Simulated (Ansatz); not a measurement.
Rh:
```
CELL_PARAMETERS angstrom
      0.00000     1.91505     1.91505
      1.91505     0.00000     1.91505
      1.91505     1.91505     0.00000
ATOMIC_POSITIONS crystal
  Rh 0.00000 0.00000 0.00000
```

Relaxed with PBE in the plane-wave PAW code Ansatz. Indices refer to the conventional cell of Fm-3m, a = b = c = 3.8301 Å, α = β = γ = 90.00°.

Question: Simulate the powder diffraction pattern (Cu Kα, λ = 1.54184 Å; lines above 1 %) up to 2θ = 90°.

Answer: Simulated powder pattern, Cu Kα, λ = 1.54184 Å (kinematic, ideal powder, no thermal factors, no anomalous dispersion; the 30 strongest lines at most, above 1 %, up to 2θ = 90°):

```json
[
 {"2θ (°)": "40.81", "d (Å)": "2.211", "I/Imax (%)": "100", "hkl": "(111)"},
 {"2θ (°)": "47.48", "d (Å)": "1.915", "I/Imax (%)": "48", "hkl": "(200)"},
 {"2θ (°)": "69.40", "d (Å)": "1.354", "I/Imax (%)": "29", "hkl": "(220)"},
 {"2θ (°)": "83.76", "d (Å)": "1.155", "I/Imax (%)": "35", "hkl": "(311)"},
 {"2θ (°)": "88.41", "d (Å)": "1.106", "I/Imax (%)": "10", "hkl": "(222)"}
]
```

The PBE relaxation kept the symmetry of its start. No spin polarisation was allowed.

Potentials: the earlier of the program's two PAW sets.
